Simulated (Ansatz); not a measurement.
TaRu (CsCl type, Pm-3m), the program Ansatz at the PBEsol level (PAW), all energies at zero smearing, with the estimated change up to a 700 eV cutoff added, with one set of potentials and settings (totals compare only within such a set). Cell of 2 atoms (1 Ta, 1 Ru): -15623.519 eV.

```csv
element,reference phase,E (eV/atom)
Ta,"Im-3m, 1 atoms in the cell",-9806.5011
Ru,"P6_3/mmc, 2 atoms in the cell",-5816.5026
```

Formation energy per atom, worked out: (-15623.519 − 1×(-9806.5011) − 1×(-5816.5026))/2 = -0.258 eV/atom (-25 kJ per mol of atoms), at 0 K, without zero-point energy or fitted corrections.

The workflow started from a Materials Project entry (that database holds measured and hypothetical structures alike); the Crystallography Open Database files this formula in space group No. 221, but the cells were not matched. Whether it is the stable phase at ambient conditions was not checked. The PBEsol relaxation kept the symmetry of its start. At this level the phase is mechanically unstable. The run is not spin-polarised. The references are the lowest solids computed at this level, not always the standard phases. Spin–orbit coupling is left out wherever it is not named.

Potentials: the later of the program's two PAW sets.
